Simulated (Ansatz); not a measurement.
# NaB3H8: Electric field gradients

The cell is a computed structure from the Materials Project (it need not be an observed phase), atoms as given.

```cif
data_NaB3H8
_symmetry_space_group_name_H-M 'Pmmn:1'
_symmetry_Int_Tables_number 59
_cell_length_a 4.7139
_cell_length_b 8.4318
_cell_length_c 5.9841
_cell_angle_alpha 90.000
_cell_angle_beta 90.000
_cell_angle_gamma 90.000
loop_
_atom_site_label
_atom_site_type_symbol
_atom_site_symmetry_multiplicity
_atom_site_Wyckoff_symbol
_atom_site_fract_x
_atom_site_fract_y
_atom_site_fract_z
Na Na 2 a 0.5000 0.5000 0.9498
B3 B 2 b 0.0000 0.5000 0.4898
B5 B 4 e 0.5000 0.8944 0.7676
H9 H 4 e 0.5000 0.8346 0.5730
H13 H 4 f 0.7823 0.5000 0.5976
H17 H 8 g 0.2158 0.6628 0.1565
```

One atom of each set is listed.

All values are calculated (Ansatz; DFT, PBE, plane waves and PAW, scalar-relativistic, 420 eV cutoff, Γ-centred 7×4×6 k-points, Fermi–Dirac smearing 0.05 eV), not measured.

V_zz is the principal component of the electric field gradient with the largest magnitude, η = (V_xx − V_yy)/V_zz and C_Q = eQV_zz/h.

²³Na: I = 3/2, Q = 104.0 mb; ¹¹B: I = 3/2, Q = 40.59 mb; ²H: I = 1, Q = 2.858 mb. Nuclear quadrupole moments: year-2017 set (Pyykkö).

Q: Which values are expected at the nuclei?

A: 

| site | atoms | first shell | V_xx, V_yy, V_zz (10²¹ V/m²) | η | C_Q (MHz) |
| --- | --- | --- | --- | --- | --- |
| Na | 2 | 6 H at 2.28–2.49 Å | 0.073, 0.20, -0.27 | 0.47 | -0.688 |
| B3 | 2 | 4 H at 1.21–1.44 Å, 2 B at 1.78 Å | -0.31, -1.60, 1.91 | 0.68 | 1.88 |
| B5 | 4 | 3 H at 1.21–1.27 Å, 2 B at 1.78 Å; also 2 Na at 3.03 Å | -0.32, -0.65, 0.97 | 0.34 | 0.956 |
| H9 | 4 | 2 B at 1.27–1.44 Å, angle 82° | -0.11, -1.09, 1.20 | 0.81 | 0.083 |
| H13 | 4 | 1 B at 1.21 Å | -0.96, -1.00, 1.96 | 0.02 | 0.135 |
| H17 | 8 | 1 B at 1.21 Å | -0.90, -0.97, 1.88 | 0.04 | 0.130 |

At H13 and H17 V_zz points along its bond to B (within 3°) in each case.

The run took 35 s of wall time (35 s of CPU time) and 0.69 GiB at its peak, on 1 thread of Arm Neoverse V2 (aarch64; 8 cores open to the job, memory cap 2.5 GiB, no GPU), a shared host with a load of 0.5 a core.
